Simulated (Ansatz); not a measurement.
Input, command and steps of an Ansatz relaxation.

```yaml
crystal:
  lattice:
    - [-4.469619345, 4.469619345, 4.469619345]
    - [4.469619345, -4.469619345, 4.469619345]
    - [4.469619345, 4.469619345, -4.469619345]
  atoms:
    - { symbol: Si, position: [0.5, 0.25, 0.75] }
    - { symbol: Si, position: [0.5, 0.75, 0.25] }
    - { symbol: Si, position: [0.25, 0.75, 0.5] }
    - { symbol: Si, position: [0.75, 0.25, 0.5] }
    - { symbol: Si, position: [0.25, 0.5, 0.75] }
    - { symbol: Si, position: [0.75, 0.5, 0.25] }
    - { symbol: O, position: [0.35252394, 0.0, 0.64747606] }
    - { symbol: O, position: [0.64747606, 0.64747606, 0.29495212] }
    - { symbol: O, position: [0.35252394, 0.64747606, 0.0] }
    - { symbol: O, position: [0.35252394, 0.70504788, 0.35252394] }
    - { symbol: O, position: [0.64747606, 0.29495212, 0.64747606] }
    - { symbol: O, position: [0.0, 0.35252394, 0.64747606] }
    - { symbol: O, position: [0.70504788, 0.35252394, 0.35252394] }
    - { symbol: O, position: [0.64747606, 0.35252394, 0.0] }
    - { symbol: O, position: [0.0, 0.64747606, 0.35252394] }
    - { symbol: O, position: [0.29495212, 0.64747606, 0.64747606] }
    - { symbol: O, position: [0.35252394, 0.35252394, 0.70504788] }
    - { symbol: O, position: [0.64747606, 0.0, 0.35252394] }
basis:
  ecutwfc: 500
kpoints:
  mp_grid: { grid: [4, 4, 4] }
hamiltonian:
  xc: r2scan
scf:
  occupations: { method: gaussian, width: 0.02 }
output:
  forces: true
  stress: true
  eigenvalues: true
relax:
  adjacent_minimum: "off"
  f_tol: 0.005
  max_steps: 80
  cell: { stress_tol: 0.05 }
```

```bash
ansatz run input.yaml --threads 4 --pin off --max-ram 10240MiB --backend cpu --events-out ev --progress --plain --runs-dir out
```

These are results of DFT r2SCAN, scalar-relativistic, plane waves, PAW in Ansatz, not measurements.

Of 4 frames 3 are shown, positions in Å and forces in eV/Å; the SCF threshold varies from step to step. Steps run on the plane waves of an earlier cell, with a Pulay correction in the pressure. The basis is chosen afresh for the last frame, the zero of the energies, and at times for earlier ones too; energy and pressure can step there, also at an unchanged geometry. Where two frames share a geometry here, they differ by under 2 meV/atom and 0.3 GPa.

```xyz
18
Lattice="-4.4696 4.4696 4.4696 4.4696 -4.4696 4.4696 4.4696 4.4696 -4.4696" Properties=species:S:1:pos:R:3:forces:R:3 pbc="T T T" step=1 free_energy_over_end_meV_per_atom=0.01 pressure_GPa=0.05
Si    2.2348    4.4696    0.0000    0.0000    0.0000    0.0000
Si    2.2348    0.0000    4.4696    0.0000    0.0000    0.0000
Si    4.4696    0.0000    2.2348    0.0000    0.0000    0.0000
Si    0.0000    4.4696    2.2348    0.0000    0.0000    0.0000
Si    4.4696    2.2348    0.0000    0.0000    0.0000    0.0000
Si    0.0000    2.2348    4.4696    0.0000    0.0000    0.0000
O     1.3183    4.4696   -1.3183    0.0174    0.0000   -0.0174
O     1.3183    1.3183    4.4696    0.0174    0.0174    0.0000
O     1.3183   -1.3183    4.4696    0.0174   -0.0174    0.0000
O     3.1513    0.0000    3.1513   -0.0174    0.0000   -0.0174
O     1.3183    4.4696    1.3183    0.0174    0.0000    0.0174
O     4.4696    1.3183   -1.3183    0.0000    0.0174   -0.0174
O     0.0000    3.1513    3.1513    0.0000   -0.0174   -0.0174
O    -1.3183    1.3183    4.4696   -0.0174    0.0174    0.0000
O     4.4696   -1.3183    1.3183    0.0000   -0.0174    0.0174
O     4.4696    1.3183    1.3183    0.0000    0.0174    0.0174
O     3.1513    3.1513    0.0000   -0.0174   -0.0174    0.0000
O    -1.3183    4.4696    1.3183   -0.0174    0.0000    0.0174
18
Lattice="-4.4697 4.4697 4.4697 4.4697 -4.4697 4.4697 4.4697 4.4697 -4.4697" Properties=species:S:1:pos:R:3:forces:R:3 pbc="T T T" step=2 free_energy_over_end_meV_per_atom=0.01 pressure_GPa=0.03
Si    2.2348    4.4697    0.0000    0.0000    0.0000    0.0000
Si    2.2348    0.0000    4.4697    0.0000    0.0000    0.0000
Si    4.4697    0.0000    2.2348    0.0000    0.0000    0.0000
Si    0.0000    4.4697    2.2348    0.0000    0.0000    0.0000
Si    4.4697    2.2348    0.0000    0.0000    0.0000    0.0000
Si    0.0000    2.2348    4.4697    0.0000    0.0000    0.0000
O     1.3186    4.4697   -1.3186    0.0142    0.0000   -0.0142
O     1.3186    1.3186    4.4697    0.0142    0.0142    0.0000
O     1.3186   -1.3186    4.4697    0.0142   -0.0142    0.0000
O     3.1511    0.0000    3.1511   -0.0142    0.0000   -0.0142
O     1.3186    4.4697    1.3186    0.0142    0.0000    0.0142
O     4.4697    1.3186   -1.3186    0.0000    0.0142   -0.0142
O     0.0000    3.1511    3.1511    0.0000   -0.0142   -0.0142
O    -1.3186    1.3186    4.4697   -0.0142    0.0142    0.0000
O     4.4697   -1.3186    1.3186    0.0000   -0.0142    0.0142
O     4.4697    1.3186    1.3186    0.0000    0.0142    0.0142
O     3.1511    3.1511    0.0000   -0.0142   -0.0142    0.0000
O    -1.3186    4.4697    1.3186   -0.0142    0.0000    0.0142
18
Lattice="-4.4687 4.4687 4.4687 4.4687 -4.4687 4.4687 4.4687 4.4687 -4.4687" Properties=species:S:1:pos:R:3:forces:R:3 pbc="T T T" step=4 free_energy_over_end_meV_per_atom=0.00 pressure_GPa=0.04
Si    2.2344    4.4687    0.0000    0.0000    0.0000    0.0000
Si    2.2344    0.0000    4.4687    0.0000    0.0000    0.0000
Si    4.4687    0.0000    2.2344    0.0000    0.0000    0.0000
Si    0.0000    4.4687    2.2344    0.0000    0.0000    0.0000
Si    4.4687    2.2344    0.0000    0.0000    0.0000    0.0000
Si    0.0000    2.2344    4.4687    0.0000    0.0000    0.0000
O     1.3199    4.4687   -1.3199   -0.0006    0.0000    0.0006
O     1.3199    1.3199    4.4687   -0.0006   -0.0006    0.0000
O     1.3199   -1.3199    4.4687   -0.0006    0.0006    0.0000
O     3.1488    0.0000    3.1488    0.0006    0.0000    0.0006
O     1.3199    4.4687    1.3199   -0.0006    0.0000   -0.0006
O     4.4687    1.3199   -1.3199    0.0000   -0.0006    0.0006
O     0.0000    3.1488    3.1488    0.0000    0.0006    0.0006
O    -1.3199    1.3199    4.4687    0.0006   -0.0006    0.0000
O     4.4687   -1.3199    1.3199    0.0000    0.0006   -0.0006
O     4.4687    1.3199    1.3199    0.0000   -0.0006   -0.0006
O     3.1488    3.1488    0.0000    0.0006    0.0006    0.0000
O    -1.3199    4.4687    1.3199    0.0006    0.0000   -0.0006
```

The run took 31 s on 4 threads of Oxide Virtual Turin-like Processor (Zen 5) (shared host), peak memory 1.8 GiB.